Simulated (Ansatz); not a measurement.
KHO:
```xyz
6
Lattice="1.9621 -5.1228 0.0000 1.9621 5.1228 0.0000 0.0000 0.0000 3.9349" Properties=species:S:1:pos:R:3 pbc="T T T"
K      1.9621     1.4294     0.9433
K      1.9621    -1.4294     2.9107
H      1.9621     4.8229     0.3578
H      1.9621    -4.8229     2.3253
O      1.9621     4.0966     1.0385
O      1.9621    -4.0966     3.0060
```

Relaxed with PBEsol.

Q: Map the electron localisation function on the plane through (0.360, 0.640, 0.240) spanned by u = [0, 0, 1] and v = [1, -1, 0] in lattice vectors, from the program Ansatz at the PBEsol level (PAW).

A: x is the fraction of u, y of v (the angle between them is 90°; rows are the nearest grid lines); atoms in the plane: K at (0.00, 0.00), K at (0.50, 0.28), H at (0.85, 0.67), H at (0.35, 0.61), O at (0.02, 0.74), O at (0.52, 0.54).
```
y \ x   0.000  0.100  0.200  0.250  0.350  0.450  0.550  0.650  0.750  0.800  0.900   1.00
------  -----  -----  -----  -----  -----  -----  -----  -----  -----  -----  -----  -----
1.00    0.515  0.808  0.859  0.733  0.077  0.013  0.013  0.068  0.727  0.860  0.811  0.515
0.925   0.850  0.819  0.578  0.313  0.021  0.006  0.006  0.021  0.294  0.566  0.819  0.850
0.850   0.228  0.183  0.101  0.064  0.017  0.004  0.006  0.029  0.100  0.134  0.200  0.228
0.775   0.753  0.789  0.780  0.669  0.204  0.017  0.012  0.107  0.482  0.660  0.833  0.753
0.700   0.667  0.799  0.805  0.614  0.132  0.057  0.038  0.113  0.686  0.862  0.895  0.667
0.625   0.404  0.205  0.179  0.509  0.947  0.833  0.624  0.439  0.183  0.320  0.631  0.404
0.550   0.017  0.037  0.293  0.514  0.767  0.516  0.338  0.836  0.760  0.543  0.078  0.017
0.450   0.005  0.018  0.155  0.294  0.555  0.691  0.676  0.510  0.243  0.116  0.014  0.005
0.375   0.004  0.005  0.027  0.076  0.335  0.555  0.554  0.337  0.076  0.025  0.005  0.004
0.300   0.012  0.017  0.348  0.717  0.880  0.731  0.730  0.878  0.721  0.365  0.018  0.012
0.225   0.017  0.015  0.124  0.459  0.853  0.877  0.876  0.853  0.491  0.147  0.015  0.017
0.150   0.025  0.017  0.007  0.008  0.044  0.149  0.146  0.045  0.008  0.006  0.016  0.025
0.0750  0.873  0.840  0.581  0.263  0.018  0.015  0.015  0.017  0.233  0.561  0.840  0.873
0.000   0.515  0.808  0.859  0.733  0.077  0.013  0.013  0.068  0.727  0.860  0.811  0.515
```

The density is the valence pseudo-density with augmentation charge, so density and ELF within about 1 Å of a nucleus are not all-electron values.

Space group Cmc2_1. The workflow started from a Materials Project entry (that database holds measured and hypothetical structures alike); the Crystallography Open Database copy checked does not list it. COD files the formula under space group No. 14, so this cell is another polymorph or a model. Its standing as an ambient phase is unchecked. The PBEsol relaxation kept the symmetry of its start; its stability against distortions is not shown here.

Potentials: the later of the program's two PAW sets.
